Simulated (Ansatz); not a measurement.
OsFI (Janus 2H monolayer) at its r2SCAN geometry, run in the PAW code Ansatz at 3 levels of theory. These are computed values for a spin-unpolarised cell that may be hypothetical; none is a measurement.

The LDA input:
```yaml
crystal:
  lattice:
    - [3.6702810507, 0.0, 0.0]
    - [-1.8351405253, 3.1785566289, 0.0]
    - [0.0, 0.0, 29.9542291168]
  atoms:
    - { symbol: Os, position: [0.3333333333, 0.6666666667, 0.2996245972] }
    - { symbol: F, position: [0.6666666667, 0.3333333333, 0.34597126] }
    - { symbol: I, position: [0.6666666667, 0.3333333333, 0.2557793675] }
  periodic: [true, true, false]
kpoints:
  mp_grid: { grid: [12, 12, 1] }
  band_path:
    path:
      - [0.0, 0.0, 0.0]
      - [0.5, 0.0, 0.0]
      - [0.3333333333, 0.3333333333, 0.0]
      - [0.130208, 0.432292, 0.0]
      - [0.0, 0.5, 0.0]
      - [0.4833333333, 0.0333333333, 0.0]
    npoints: 1
hamiltonian:
  xc: lda
scf:
  occupations: { method: fixed }
  n_extra_bands: 4
output:
  forces: true
  stress: true
  eigenvalues: true
```

Main results, then, where recorded, the levels near the gap in eV from the Fermi energy (columns number the bands from 0), one row a point of the path (Γ, M, K, (0.130, 0.432, 0), M, M–K (0.10)):
```
Crystal: 3 atoms, lattice volume = 349.452 Å³
Symmetry: 6 space group operations
Space group: P3m1 (ITA 156)
```
```
Basis set: ecut = 420 eV, 6809 PW (Γ)
Bands: 24, of which v1, the nominal top of the filled ones, is band 20 counted from 1 (19 counted from 0)
k-points: 19 of 144 (time reversal used)
Free energy (F): -19263.490061 eV
Fermi energy:    -5.693384 eV
--- Forces (eV/Å), atoms counted from 1 ---
  atom   1  Os      0.00000      0.00000    -0.19505
  atom   2  F       0.00000      0.00000    -0.36543
  atom   3  I       0.00000      0.00000      0.55925
--- 2D stress c σ (N/m, compression-positive) ---
       -2.410771       0.000000       0.000000
        0.000000      -2.410771       0.000000
        0.000000       0.000000       0.000000
  P = ½ c Tr σ = -2.4108 N/m
```
```tsv
band_15	band_16	band_17	band_18	band_19	band_20	band_21	band_22
-3.527	-2.547	-0.651	-0.559	-0.559	1.837	1.990	1.990
-3.622	-2.644	-1.554	-0.219	-0.133	0.696	1.795	2.852
-3.628	-2.791	-1.636	-0.875	-0.058	1.468	1.725	4.032
-3.701	-2.671	-1.649	-0.527	0.006	0.998	1.611	3.288
-3.622	-2.644	-1.554	-0.219	-0.133	0.696	1.795	2.852
-3.630	-2.645	-1.563	-0.279	-0.084	0.717	1.774	2.893
```

With LDA the valence top lies at k = (0.130, 0.432, 0) and the conduction bottom at M, 0.69 eV higher; the smallest vertical gap, at M–K (0.10 of the way from M), is 0.80 eV.

HSE06. Against the first input these blocks differ (the band path and keys that only write files left aside):
```yaml
kpoints:
  mp_grid: { grid: [6, 6, 1] }
hamiltonian:
  xc: hse06
```

```
Basis set: ecut = 420 eV, 6809 PW (Γ)
Bands: 24, of which v1, the nominal top of the filled ones, is band 20 counted from 1 (19 counted from 0)
k-points: 7 of 36 (time reversal used)
Exchange kernel: α = 0.2500, screened, ω = 0.2079 Å⁻¹, Wigner–Seitz truncation, v(0) = 1046.4368 eV·Å³, q-mesh 6×6×1
hybrid outer 1: dexx = +1.083e-1 eV, tail = 3.46e-4 eV
hybrid outer 2: dexx = +4.109e-6 eV, tail = 1.59e-7 eV, Δε = 9.79e-3 eV, ΔF = 1.40e-2 eV/Å
hybrid outer 3: dexx = +3.250e-8 eV, tail = 3.64e-9 eV, Δε = 3.25e-4 eV, ΔF = 6.39e-4 eV/Å
hybrid outer 4: dexx = +8.810e-11 eV, tail = 8.93e-11 eV, Δε = 3.31e-5 eV, ΔF = 9.27e-5 eV/Å
Free energy (F): -19707.258580 eV
Fermi energy:    -6.323599 eV
--- Forces (eV/Å), atoms counted from 1 ---
  atom   1  Os      0.00000      0.00000      0.12406
  atom   2  F       0.00000      0.00000    -0.13696
  atom   3  I       0.00000      0.00000      0.01294
--- 2D stress c σ (N/m, compression-positive) ---
       -0.270949       0.000000       0.000000
        0.000000      -0.270949       0.000000
        0.000000       0.000000       0.000000
  P = ½ c Tr σ = -0.2709 N/m
```
```tsv
band_15	band_16	band_17	band_18	band_19	band_20	band_21	band_22
-3.763	-2.937	-0.678	-0.521	-0.521	3.179	3.280	3.280
-4.056	-2.900	-1.678	-0.222	-0.095	1.934	3.153	4.219
-4.022	-2.970	-1.498	-1.084	-0.004	2.590	3.091	5.515
-4.132	-2.899	-1.706	-0.529	0.009	2.231	2.898	4.684
-4.056	-2.900	-1.678	-0.222	-0.095	1.934	3.153	4.219
-4.065	-2.899	-1.682	-0.263	-0.069	1.956	3.122	4.266
```

With HSE06 the valence top lies at k = (0.130, 0.432, 0) and the conduction bottom at M, 1.93 eV higher; the smallest vertical gap, at M–K (0.10 of the way from M), is 2.02 eV. The mean stress, -0.3 N/m, is small, and the program warns that its thresholds are loose for a hybrid's stress.

**Question.** Another run on the same cell gave
```
Basis set: ecut = 420 eV, 6809 PW (Γ)
Bands: 24, of which v1, the nominal top of the filled ones, is band 20 counted from 1 (19 counted from 0)
k-points: 7 of 36 (time reversal used)
hybrid outer 1: dexx = +1.863e-1 eV, tail = 4.58e-4 eV
hybrid outer 2: dexx = +1.209e-5 eV, tail = 2.51e-7 eV, Δε = 1.29e-2 eV, ΔF = 2.96e-2 eV/Å
hybrid outer 3: dexx = +5.304e-8 eV, tail = 1.26e-9 eV, Δε = 3.38e-4 eV, ΔF = 7.00e-4 eV/Å
Free energy (F): -19703.824320 eV
Fermi energy:    -6.703224 eV
--- Forces (eV/Å), atoms counted from 1 ---
  atom   1  Os      0.00000      0.00000      0.19620
  atom   2  F       0.00000      0.00000    -0.14442
  atom   3  I       0.00000      0.00000    -0.05181
--- 2D stress c σ (N/m, compression-positive) ---
       -0.176572       0.000000       0.000000
        0.000000      -0.176572       0.000000
        0.000000       0.000000       0.000000
  P = ½ c Tr σ = -0.1766 N/m
```
```tsv
band_15	band_16	band_17	band_18	band_19	band_20	band_21	band_22
-3.786	-2.970	-0.685	-0.528	-0.528	3.882	4.036	4.036
-4.095	-2.925	-1.700	-0.215	-0.091	2.660	3.912	4.962
-4.061	-2.988	-1.515	-1.106	-0.012	3.349	3.857	6.266
-4.175	-2.921	-1.731	-0.533	0.013	2.969	3.656	5.431
-4.095	-2.925	-1.700	-0.215	-0.091	2.660	3.912	4.962
-4.103	-2.923	-1.704	-0.258	-0.064	2.683	3.880	5.010
```
Which level of theory and mesh gave it?

**Answer.** It is PBE0, judged by the exchange loop and the size of the gap (a near hybrid could fit too), on 6×6×1; the blocks that differ from the first input, but for the band path:
```yaml
kpoints:
  mp_grid: { grid: [6, 6, 1] }
hamiltonian:
  xc: pbe0
```
With PBE0 the valence top lies at k = (0.130, 0.432, 0) and the conduction bottom at M, 2.65 eV higher; the smallest vertical gap, at M–K (0.10 of the way from M), is 2.75 eV. The mean stress, -0.2 N/m, is small, and the program warns that its thresholds are loose for a hybrid's stress.

The hybrids run on coarser meshes, which limits their stresses and small splittings of levels.

Totals of different functionals can't be compared.

No spin-orbit coupling is included; it can move band edges with weight on the heavy atoms by tenths of an eV.

For some runs the program warns that the potential is rough where the density is thin, which bears on empty states near the vacuum.
